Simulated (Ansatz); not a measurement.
CaO:
Space group Fm-3m (No. 225); a = 4.767 Å, b = 4.767 Å, c = 4.767 Å, α = 90.00°, β = 90.00°, γ = 90.00°

```
atom  site  symmetry       x       y       z
----  ----  --------  ------  ------  ------
Ca      4a      m-3m  0.0000  0.0000  0.0000
O       4b      m-3m  0.5000  0.5000  0.5000
```
(The calculation used a cell of 2 atoms; values per cell refer to that cell.)

Relaxed with PBEsol. Plane-wave PAW PBEsol (Ansatz code) gives a gap of 3.54 eV.

Task: What gap does HSE06 give on the same cell (Ansatz, PAW)?

Result: 5.31 eV, 1.77 eV more. The hybrid was solved on a coarser mesh and at special points; its gap is the smallest among all of these.

```
k  v1 PBEsol  c1 PBEsol  v1 HSE06  c1 HSE06
-  ---------  ---------  --------  --------
Γ       0.00       4.78       ___       ___
X      -0.37       3.54     -0.42      5.31
L      -1.26       7.14       ___       ___
W      -1.07       6.34       ___       ___
K      -0.81       5.11       ___       ___
```

Task: Top valence (v1) and lowest conduction level (c1) in eV from each method's valence maximum (which need not be a listed point): supply the withheld HSE06 values.

Result: 
- W, v1 HSE06: -1.14
- W, c1 HSE06: 8.28
- L, v1 HSE06: -1.30
- L, c1 HSE06: 9.17
- K, v1 HSE06: -0.85
- K, c1 HSE06: 6.95
- Γ, v1 HSE06: 0.00
- Γ, c1 HSE06: 6.47

Cost on shared cores: the PBEsol run (SCF on a 10×10×10 mesh, then bands and DOS) very roughly 9 core-seconds, the HSE06 run (SCF on 7×7×7, then a few points) very roughly 70 core-seconds; the tasks are unlike.

The cell was relaxed with PBEsol under the symmetry of its start.

Potentials: the later of the program's two PAW sets.
